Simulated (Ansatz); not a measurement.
All numbers below come from DFT PBE, scalar-relativistic, plane waves, PAW (Ansatz). Settings: cutoff 420 eV, Γ-centred meshes spaced at most about 0.3 Å⁻¹, and about 0.25 Å⁻¹ or finer for metals (2π included), Gaussian smearing. Collinear spin in cells that started with moments and kept them past the coarse steps, no spin elsewhere.

These are static total energies at zero pressure. All come from trial cells, and lower structures may exist.

Task: These unrelaxed guesses for ZnReH are each relaxed within their symmetry. Order them by the energy at which they end, lowest first.
1.

```cif
data_structure
_symmetry_space_group_name_H-M 'P-6m2'
_symmetry_Int_Tables_number 187
_cell_length_a 3.6681
_cell_length_b 3.6681
_cell_length_c 3.6205
_cell_angle_alpha 90.000
_cell_angle_beta 90.000
_cell_angle_gamma 120.000
_cell_volume 42.19
loop_
_atom_site_label
_atom_site_type_symbol
_atom_site_symmetry_multiplicity
_atom_site_Wyckoff_symbol
_atom_site_fract_x
_atom_site_fract_y
_atom_site_fract_z
_atom_site_occupancy
Zn1 Zn 1 b 0.00000 0.00000 0.50000 1
Re1 Re 1 e 0.66667 0.33333 0.00000 1
H1 H 1 d 0.33333 0.66667 0.50000 1
```

2.

```cif
data_structure
_symmetry_space_group_name_H-M 'P4/mmm'
_symmetry_Int_Tables_number 123
_cell_length_a 3.3014
_cell_length_b 3.3014
_cell_length_c 3.3693
_cell_angle_alpha 90.000
_cell_angle_beta 90.000
_cell_angle_gamma 90.000
_cell_volume 36.72
loop_
_atom_site_label
_atom_site_type_symbol
_atom_site_symmetry_multiplicity
_atom_site_Wyckoff_symbol
_atom_site_fract_x
_atom_site_fract_y
_atom_site_fract_z
_atom_site_occupancy
Zn1 Zn 1 d 0.50000 0.50000 0.50000 1
Re1 Re 1 a 0.00000 0.00000 0.00000 1
H1 H 1 c 0.50000 0.50000 0.00000 1
```

3.

```cif
data_structure
_symmetry_space_group_name_H-M 'P4/mmm'
_symmetry_Int_Tables_number 123
_cell_length_a 3.0410
_cell_length_b 3.0410
_cell_length_c 4.5581
_cell_angle_alpha 90.000
_cell_angle_beta 90.000
_cell_angle_gamma 90.000
_cell_volume 42.15
loop_
_atom_site_label
_atom_site_type_symbol
_atom_site_symmetry_multiplicity
_atom_site_Wyckoff_symbol
_atom_site_fract_x
_atom_site_fract_y
_atom_site_fract_z
_atom_site_occupancy
Zn1 Zn 1 b 0.00000 0.00000 0.50000 1
Re1 Re 1 a 0.00000 0.00000 0.00000 1
H1 H 1 c 0.50000 0.50000 0.00000 1
```

4.

```cif
data_structure
_symmetry_space_group_name_H-M 'P4/mmm'
_symmetry_Int_Tables_number 123
_cell_length_a 3.0407
_cell_length_b 3.0407
_cell_length_c 4.2521
_cell_angle_alpha 90.000
_cell_angle_beta 90.000
_cell_angle_gamma 90.000
_cell_volume 39.31
loop_
_atom_site_label
_atom_site_type_symbol
_atom_site_symmetry_multiplicity
_atom_site_Wyckoff_symbol
_atom_site_fract_x
_atom_site_fract_y
_atom_site_fract_z
_atom_site_occupancy
Zn1 Zn 1 a 0.00000 0.00000 0.00000 1
Re1 Re 1 c 0.50000 0.50000 0.00000 1
H1 H 1 d 0.50000 0.50000 0.50000 1
```

Result: 2 (ends in P4/mmm, 0 meV/atom), 3 (ends in P4/mmm, 143 meV/atom), 1 (ends in P-6m2, 0.38 eV/atom), 4 (ends in P4/mmm, 0.58 eV/atom). Even the lowest end lies +0.50 eV/atom against the elements.

Spin–orbit coupling, which can matter for Re, is left out. With hydrogen, zero-point motion can shift such differences by 10 meV/atom or more. Cells relaxed within their symmetry can be saddle points. Some structure types and database cells were kept out of the candidates from the start, so a known form may be missing.
